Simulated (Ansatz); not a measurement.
TiO:
Space group P-62m (No. 189); a = b = 4.914 Å, c = 2.806 Å, α = β = 90.00°, γ = 120.00°

| atom | site | symmetry | x | y | z |
|---|---|---|---|---|---|
| Ti | 2d | -6.. | 0.3333 | 0.6667 | 0.5000 |
| Ti | 1a | -62m | 0.0000 | 0.0000 | 0.0000 |
| O | 3f | m2m | 0.0000 | 0.3950 | 0.0000 |

Relaxed at zero pressure with the program Ansatz at the LDA level (PAW).

Task: The volume is raised by 9 % and shape and atoms relax at that volume. What pressure results, and how do the axes share the change?

Result: -18.3 GPa; a 3.0 %, b 3.0 %, c 2.8 %; the energy rises by 54 meV/atom.

Task: Give the new structure.

Result: 
Space group P-62m (No. 189); a = 5.0594 Å, b = 5.0594 Å, c = 2.8857 Å, α = 90.00°, β = 90.00°, γ = 120.00°

```
atom  site  symmetry       x       y       z
----  ----  --------  ------  ------  ------
Ti      2d      -6..  0.3333  0.6667  0.5000
Ti      1a      -62m  0.0000  0.0000  0.0000
O       3f       m2m  0.0000  0.3913  0.0000
```

The phase is kept; no other phase was compared at this pressure.

The workflow started from a Materials Project entry (that database holds measured and hypothetical structures alike); the Crystallography Open Database copy checked does not list it. COD files the formula under space group No. 12, 225, so this cell is another polymorph or a model. Whether it is the stable phase at ambient conditions was not checked. The cell was relaxed with LDA under the symmetry of its start; of distortions, only those at the zone centre were tested. The run is not spin-polarised.

Potentials: the later of the program's two PAW sets.
